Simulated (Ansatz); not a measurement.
A crystal relaxed with r2SCAN in Ansatz has space group I-42d (No. 122) and a = 5.558 Å, c = 10.280 Å.

| atom | site | x | y | z |
| --- | --- | --- | --- | --- |
| B | 4a | 0.0000 | 0.0000 | 0.0000 |
| Xx | 8d | 0.1736 | 0.2500 | 0.1250 |
| In | 4b | 0.5000 | 0.5000 | 0.0000 |

The r2SCAN gap is indirect, 0.98 eV (Γ to Γ–M (0.22 of the way from Γ)), below the direct gap of 1.05 eV at Γ. With HSE06 the valence top lies at Γ and the conduction bottom at Γ–M (0.22 of the way from Γ), 1.32 eV higher; the smallest vertical gap, at Γ, is 1.36 eV. The PBE gap is indirect, 0.75 eV (Γ to Γ–M (0.20 of the way from Γ)), below the direct gap of 0.81 eV at Γ. Meshes: r2SCAN 6×6×6, HSE06 4×4×4, PBE 6×6×6.

Task: Which element is Xx?
A. Sb
B. Bi
C. As
D. N

Result: C. Xx is As: InBAs₂, ordered on the zincblende lattice (I-42d) with 8 atoms a cell. B has 4 As at 2.12 Å; As has 2 B at 2.12 Å and 2 In at 2.62 Å; In has 4 As at 2.62 Å.

Values at 0 K without nuclear motion; spin polarisation is off, and the phase may be a hypothetical one.

Spin-orbit coupling is left out, which matters wherever the heavy atoms make up the band edges.

Where an edge lies off the special points, it is a point of the mesh or the k point where a search put PBE's edge or least direct gap, reused for the other functionals, whose own edges may lie a little apart; PBE's own value is read along its path and can be a few hundredths of an eV high.

The meshes of the hybrids are coarse, so their gaps aren't converged to the digits shown.
